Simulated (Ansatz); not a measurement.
Relaxed InP (zinc blende):

```yaml
crystal:
  lattice:
    - [0.00000, 2.97977, 2.97977]
    - [2.97977, 0.00000, 2.97977]
    - [2.97977, 2.97977, 0.00000]
  atoms:
    - { symbol: P, position: [0.75000, 0.75000, 0.75000] }
    - { symbol: In, position: [0.00000, 0.00000, 0.00000] }
```

Calculation: PBE (plane waves to 420 eV, PAW, scalar-relativistic; Ansatz, a quantum-chemistry and plane-wave program). k mesh 8×8×8 (Γ-centred), Fermi-Dirac smearing 0.05 eV. InP was relaxed with its symmetry unable to fall.

One atom of the cell was then moved (with its periodic images), all else fixed, and the forces (eV/Å) came out as:

```tsv
atom	Fx	Fy	Fz
P1	-5.392	-5.392	-7.815
In2	5.392	5.392	7.815
```

With two atoms only their relative shift counts; take In2 as fixed.

Task: Which atom was moved, and by which vector (Å)?

Result: P1, by (0.54, 0.54, 0.00), 0.77 Å in all.

(For displaced atoms, the force is minus the slope of the energy, and its curvature is a force constant, which sets phonon frequencies.)
